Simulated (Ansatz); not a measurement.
Starting cell, SiO2 (alpha-cristobalite type, space group P4_12_12):

```
SiO2
1.0
    5.08278     0.00000     0.00000
    0.00000     5.08278     0.00000
    0.00000     0.00000     7.09805
Si O
4 8
Cartesian
  1.49460   1.49460   0.00000
  4.03599   1.04679   5.32354
  1.04679   4.03599   1.77451
  3.58818   3.58818   3.54903
  1.22546   0.47714   1.23818
  3.76685   2.06425   4.08536
  1.31593   3.01853   0.53633
  3.85732   4.60564   4.78721
  4.60564   3.85732   2.31084
  2.06425   3.76685   3.01270
  3.01853   1.31593   6.56172
  0.47714   1.22546   5.85987
```

The atoms are displaced by Q × the pattern below (from a DFPT mode at Γ, largest move 1; Q in Å), at fixed cell.

```csv
atom,x,y,z
Si1,0.006,0.006,0.000
Si2,-0.006,0.006,0.000
Si3,0.006,-0.006,0.000
Si4,-0.006,-0.006,0.000
O5,-0.164,-0.812,0.560
O6,0.164,-0.812,0.560
O7,-0.164,0.812,0.560
O8,0.164,0.812,0.560
O9,0.812,0.164,-0.560
O10,-0.812,0.164,-0.560
O11,0.812,-0.164,-0.560
O12,-0.812,-0.164,-0.560
```

The numbers are results of PBE (plane waves to 420 eV, PAW, scalar-relativistic; Ansatz, a first-principles code), not measurements. k mesh 5×5×4 (Γ-centred), Fermi-Dirac smearing 0.05 eV. E stands for the smeared free energy. SiO2 was relaxed with its symmetry unable to fall. The PAW data are Ansatz's earlier set. The zero of ΔE is the undisplaced structure.

```
Q (Å)   ΔE (meV/cell)
------  -------------
-0.180           9824
-0.150       withheld
-0.120           4243
-0.090           2363
-0.060           1042
-0.030            259
0.000               0
0.030             259
0.060            1042
0.090            2363
0.120            4243
0.150        withheld
0.180            9824
```

**Question.** Fit an even polynomial form (powers 2, 4) to the given rows and predict ΔE at Q = -0.150.

**Answer.** Least squares on the 11 given rows: ΔE = (287800)·Q² + (474800)·Q⁴, in meV/cell with Q in Å; root-mean-square residual 0.5 meV/cell. At -0.150 the fit gives 6716 meV/cell; the calculation gives 6716 meV/cell, the same to the digits shown. The quadratic term alone would give 6476 meV/cell.

(A displaced cell: forces are minus the slopes of the energy, force constants its curvatures, and phonons follow from these.)
